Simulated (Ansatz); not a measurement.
SrScO2F:
```yaml
crystal:
  lattice:
    - [4.11029, 0.00000, 0.00000]
    - [0.00000, 4.11029, 0.00000]
    - [0.00000, 0.00000, 4.04854]
  atoms:
    - { symbol: Sr, position: [0.50000, 0.50000, 0.50000] }
    - { symbol: Sc, position: [0.00000, 0.00000, 0.00000] }
    - { symbol: O, position: [0.50000, 0.00000, 0.00000] }
    - { symbol: O, position: [0.00000, 0.50000, 0.00000] }
    - { symbol: F, position: [0.00000, 0.00000, 0.50000] }
```

Relaxed with r²SCAN. Independent-particle spectrum: no excitons, no local fields, no scissors shift; 0.1 eV broadening; ε₁ of the summed bands alone.

### Question
Tabulate the dielectric function from the program Ansatz at the r²SCAN level (PAW).

### Answer


```
E (eV)  ε₁ xx  ε₂ xx  ε₁ zz  ε₂ zz
------  -----  -----  -----  -----
0.0      3.62   0.00   3.22   0.00
0.5      3.63   0.00   3.23   0.00
1.0      3.67   0.00   3.25   0.00
1.5      3.72   0.00   3.28   0.00
2.0      3.80   0.00   3.33   0.00
2.5      3.92   0.00   3.40   0.00
3.0      4.08   0.00   3.50   0.00
3.5      4.32   0.00   3.62   0.00
4.0      4.69   0.00   3.81   0.00
4.5      5.54   0.22   4.07   0.00
5.0      6.20   1.07   4.53   0.03
5.5      6.35   2.20   5.49   0.42
6.0      6.35   3.92   5.55   2.03
6.5      5.23   7.00   5.00   2.60
7.0      2.15   4.46   4.78   3.19
7.5      2.65   4.52   3.94   4.26
8.0      1.96   4.84   3.04   4.29
8.5      0.87   3.95   3.20   4.86
9.0      0.53   3.01   0.22   4.16
9.5      1.11   3.57   0.83   2.50
10.0    -0.07   3.43   1.31   2.58
10.5    -0.73   2.12   0.68   2.89
11.0    -0.01   1.34   0.49   1.96
11.5     0.49   1.64   1.11   1.88
12.0     0.11   0.99   1.16   1.65
```

### Question
From ε at 4.5 eV (xx: 5.54 + 0.22i), find n, k, the normal reflectivity and the absorption coefficient.

### Answer
n = 2.35, k = 0.047, R = 16 %, α = 2kE/ħc = 21000 cm⁻¹.

With all bands, ε∞ without local fields is 3.78 (xx = yy), 3.37 (zz).

Space group P4/mmm. The start of the workflow was typed in or built on a structure type; neither database checked (COD, Materials Project) lists it. Whether it is the stable phase at ambient conditions was not checked. The cell was relaxed with r²SCAN under the symmetry of its start; whether a distortion lowers the energy is not shown. The run is not spin-polarised. The volume moved by -16 % from the start of the relaxation. Spin–orbit coupling is left out wherever it is not named.

Potentials: the earlier of the program's two PAW sets.
